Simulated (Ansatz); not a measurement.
The relaxed structure here is a generated cell of Ir: the first start was made by a random draw of sites in a space group, and the end was not matched to a known phase here, so it may be hypothetical. Known forms of Ir include space group No. 225.

A relaxed cell of Ir (P-6m2 (No. 187)), relaxed on a k-mesh at least as fine as the one used below. Calculation: r2SCAN (plane waves to 500 eV, PAW, scalar-relativistic; Ansatz, a first-principles code). Γ-centred k-mesh 6×11×6 on the run's cell (coarser than for final values), Fermi–Dirac smearing 0.05 eV.

```xyz
6
Lattice="7.1153 0.0000 0.0000 -1.7788 3.0810 0.0000 0.0000 0.0000 5.1934" Properties=species:S:1:pos:R:3 pbc="T T T"
Ir     1.7788     1.0270     0.0000
Ir     5.3365     1.0270     0.0000
Ir     0.0000     2.0540     1.4156
Ir     3.5577     2.0540     1.4156
Ir     0.0000     2.0540     3.7778
Ir     3.5577     2.0540     3.7778
```

The atoms are displaced by (Å):

| atom | ux | uy | uz |
|---|---|---|---|
| Ir1 | -0.069 | 0.051 | -0.042 |
| Ir2 | 0.118 | -0.032 | -0.041 |
| Ir3 | 0.024 | -0.079 | 0.026 |
| Ir4 | 0.169 | 0.022 | -0.003 |
| Ir5 | -0.159 | -0.028 | 0.003 |
| Ir6 | -0.020 | -0.039 | 0.138 |

Problem. What forces (eV/Å) and pressure result?

Solution. 
```tsv
atom	Fx	Fy	Fz
Ir1	0.89	-1.28	1.12
Ir2	-2.99	-0.66	2.02
Ir3	0.02	1.33	0.00
Ir4	-0.66	-0.62	1.52
Ir5	2.23	1.83	-1.57
Ir6	0.51	-0.60	-3.09
```

Pressure +4.7 GPa.

Problem. Estimate the energy cost of the displacement in the harmonic approximation and compare with the calculation.

Solution. For a harmonic well ΔE = −½ Σ F·u = 0.823 eV a cell, or 137 meV/atom. The calculated energy relative to the undisplaced cell is +0.14 eV/atom, so the harmonic estimate holds well.

The undisplaced cell is probably no minimum: from this displacement the run went on to Pmc2₁ (No. 26), 0.39 eV/atom below it.

No spin polarisation in the result.
